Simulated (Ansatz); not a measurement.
Independent-particle absorption of Si3N4 (I-43d, a = 6.442 Å, b = 6.442 Å, c = 6.442 Å, α = 90.00°, β = 90.00°, γ = 90.00°), no local fields or excitons, 0.1 eV broadening. The calculation used Ansatz 0.2.0, DFT r2SCAN, scalar-relativistic, plane waves, PAW.

Settings: cutoff 500 eV, Γ-centred mesh 6×6×6 on the computed 14-atom cell, Gaussian smearing of 0.02 eV; no spin polarisation. The spectrum is summed on a 9×9×9 mesh.

```
CELL_PARAMETERS angstrom
-3.22120 3.22120 3.22120
3.22120 -3.22120 3.22120
3.22120 3.22120 -3.22120
ATOMIC_POSITIONS crystal
Si 0.25000 0.12500 0.87500
Si 0.87500 0.25000 0.12500
Si 0.75000 0.37500 0.62500
Si 0.62500 0.75000 0.37500
Si 0.12500 0.87500 0.25000
Si 0.37500 0.62500 0.75000
N 0.56244 0.56244 0.56244
N 0.43756 0.50000 0.00000
N 0.50000 0.00000 0.93756
N 0.00000 0.43756 0.50000
N 0.93756 0.50000 0.00000
N 0.06244 0.06244 0.06244
N 0.00000 0.93756 0.50000
N 0.50000 0.00000 0.43756
```

(photon energy (eV), ε2,zz): (0.0, 0.00), (0.4, 0.00), (0.8, 0.00), (1.2, 0.00), (1.6, 0.00), (2.0, 0.00), (2.4, 0.00), (2.8, 0.00), (3.2, 0.00), (3.6, 0.00), (4.0, 0.00), (4.4, 0.00), (4.8, 0.00), (5.2, 0.17), (5.6, 0.27), (6.0, 0.57), (6.4, 0.80), (6.8, 2.42), (7.2, 3.34), (7.6, 4.57), (8.0, 5.48), (8.4, 4.50), (8.8, 3.91), (9.2, 5.42), (9.6, 6.90), (10.0, 7.69), (10.4, 7.47), (10.8, 8.38), (11.2, 6.94), (11.6, 6.60), (12.0, 6.50), (12.4, 4.97), (12.8, 4.84), (13.2, 4.36), (13.6, 3.84), (14.0, 3.51)

The strongest peak lies near 10.6 eV. ε∞ (xx, yy, zz) = 4.4, 4.4, 4.4.

This form isn't the usual stable structure of the compound.

Cost: 1 run of about 11 core-minutes, on Intel Xeon Processor @ 2.50GHz (Skylake/Cascade Lake) (shared hosts).